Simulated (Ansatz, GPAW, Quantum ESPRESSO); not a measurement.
Ta3AsAu2O13: programs and potentials compared

```
Ta As Au O
1.0
     5.45204    0.00000    0.00000
    -2.72602    4.72161    0.00000
     0.00000    0.00000    9.57902
Ta As Au O
3 1 2 13
Cartesian
  0.0000 0.0000 1.8591
  0.0000 0.0000 7.7199
  2.7260 1.5739 0.0000
  0.0000 0.0000 4.7895
  0.0000 3.1477 2.6273
  0.0000 3.1477 6.9517
  0.0000 0.0000 0.0000
  -1.3422 4.5860 3.4870
  -0.5745 1.2662 3.4870
  1.9167 3.5909 3.4870
  -1.3422 4.5860 6.0921
  -0.5745 1.2662 6.0921
  1.9167 3.5909 6.0921
  1.1852 1.5782 8.2230
  3.4927 0.2374 8.2230
  3.5002 2.9061 8.2230
  1.1852 1.5782 1.3560
  3.4927 0.2374 1.3560
  3.5002 2.9061 1.3560
```

The cell comes from a database or a generator and needn't be the stable form of this composition.

Alike in all runs: task band structure; functional LDA; k mesh 4 × 4 × 2; occupations fermi-dirac, width 0.05 eV; no spin polarisation; no spin-orbit coupling. LDA stands for any of its common fits. Pressure is positive in compression and, in plane waves, holds the error of the finite cutoff.

```json
{"program and potentials": "Ansatz, all-electron LAPW, scalar-relativistic", "plane-wave cutoff (eV)": "-", "notes": "-", "pressure (GPa)": "-11.04", "largest force (eV/Å)": "0.472"}
{"program and potentials": "GPAW, the program's PAW data sets (release 1.2.1) made for this functional", "plane-wave cutoff (eV)": "800", "notes": "7.58 valence electrons an atom on average; this data set often lies off other programs", "pressure (GPa)": "-10.59", "largest force (eV/Å)": "0.415"}
{"program and potentials": "Quantum ESPRESSO, SG15 PBE 1.2", "plane-wave cutoff (eV)": "1197", "notes": "potentials made for PBE; 10.63 valence electrons an atom on average", "pressure (GPa)": "-11.02", "largest force (eV/Å)": "0.676"}
```

Force on atom 8 (O), eV/Å:

| program and potentials | x | y | z |
| --- | --- | --- | --- |
| Ansatz, all-electron LAPW, scalar-relativistic | -0.182 | -0.385 | -0.203 |
| GPAW, the program's PAW data sets (release 1.2.1) made for this functional | -0.261 | -0.243 | -0.212 |
| Quantum ESPRESSO, SG15 PBE 1.2 | 0.054 | -0.370 | -0.563 |

The pressure spans -11.04 (Ansatz, all-electron LAPW, scalar-relativistic) to -10.59 GPa (GPAW, the program's PAW data sets (release 1.2.1) made for this functional), with all-electron results at -11.04. The cell lies far from this level's equilibrium. The k mesh is coarse, so the values compare programs but aren't converged.

The functional is the same throughout but for its coding, so the spread measures potentials, basis and numerics; runs on potential files found faulty are left out.
